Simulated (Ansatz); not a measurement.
A geometry of MgRh away from equilibrium: the start of the relaxation of a relaxed MgRh cell displaced along its unstable phonon at q = (½, 0, 0) of its primitive reciprocal cell (106i cm⁻¹), largest move 0.15 Å. Computed with PBEsol (plane waves to 420 eV, PAW, scalar-relativistic; Ansatz, a first-principles code). Γ-centred k-mesh 9×9×7 on the run's cell (coarser than for final values), Fermi–Dirac smearing 0.05 eV.

```xyz
8
Lattice="8.6998 0.0000 0.0000 -2.1750 3.7671 0.0000 0.0000 0.0000 5.0212" Properties=species:S:1:pos:R:3 pbc="T T T"
Mg     2.2500     1.1258     1.2553
Mg     6.4499     1.3856     1.2553
Mg    -0.0750     2.6413     3.7659
Mg     4.4249     2.3815     3.7659
Rh     2.1110     1.3665     3.7659
Rh     6.5888     1.1449     3.7659
Rh     0.0640     2.4006     1.2553
Rh     4.2859     2.6223     1.2553
```

Question: What forces act on the atoms (eV/Å)?

Answer: 
| atom | Fx | Fy | Fz |
|---|---|---|---|
| Mg1 | 0.13 | -0.07 | 0.00 |
| Mg2 | 0.00 | 0.15 | 0.00 |
| Mg3 | -0.13 | 0.07 | 0.00 |
| Mg4 | 0.00 | -0.15 | 0.00 |
| Rh5 | -0.17 | 0.51 | 0.00 |
| Rh6 | 0.36 | -0.40 | 0.00 |
| Rh7 | 0.17 | -0.51 | 0.00 |
| Rh8 | -0.36 | 0.40 | 0.00 |

Question: What is the pressure?

Answer: -0.6 GPa, compression positive.

No spin polarisation in the result.

The run could not lose the symmetry of its start.

Of the parent cell (P6₃/mmc (No. 194)): it is a generated cell of MgRh: the first start was made by placing the elements on the sites of a structure type, and the end was not matched to a known phase here, so it may be hypothetical.
